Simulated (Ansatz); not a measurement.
The start is a generated cell, WSe2 built in the AFLOW prototype A2B_tI12_141_e_a (C5, as in TiO2). Cell shape, volume and atoms are optimised at zero target pressure with r2SCAN (plane waves to 500 eV, PAW, scalar-relativistic; Ansatz, a quantum-chemistry and plane-wave program). The first steps use a coarse 7×7×7 k-mesh.

Input geometry:
```yaml
crystal:
  lattice:
    - [-2.36188, 2.36188, 5.93683]
    - [2.36188, -2.36188, 5.93683]
    - [2.36188, 2.36188, -5.93683]
  atoms:
    - { symbol: Se, position: [0.33306, 0.33306, 0.00000] }
    - { symbol: Se, position: [0.41694, 0.91694, 0.50000] }
    - { symbol: Se, position: [0.66694, 0.66694, 0.00000] }
    - { symbol: Se, position: [0.08306, 0.58306, 0.50000] }
    - { symbol: W, position: [0.75000, 0.25000, 0.50000] }
    - { symbol: W, position: [0.00000, 0.00000, 0.00000] }
```

- Largest initial force = about 1.0 eV/Å, on Se1, Se2, Se3, Se4 (atoms numbered as listed)
- Outcome = The space group stays I4₁/amd (No. 141) (the run could not lower it); the end is anatase type, with 6 atoms in the primitive cell
- Energy released = 0.79 eV/atom
- Volume change = -7.8 %, from 22.08 to 20.36 Å³/atom
- Optimiser moves = 11

Final values are on a 13×13×13 k-mesh of the relaxed cell. No spin polarisation in the result.

The run could not lose the symmetry of its start, so the end can be a saddle point.

The relaxed structure here is a generated cell of WSe2: the first start was made by placing the elements on the sites of a structure type, and the end was not matched to a known phase here, so it may be hypothetical. Known forms of WSe2 include space group No. 194.
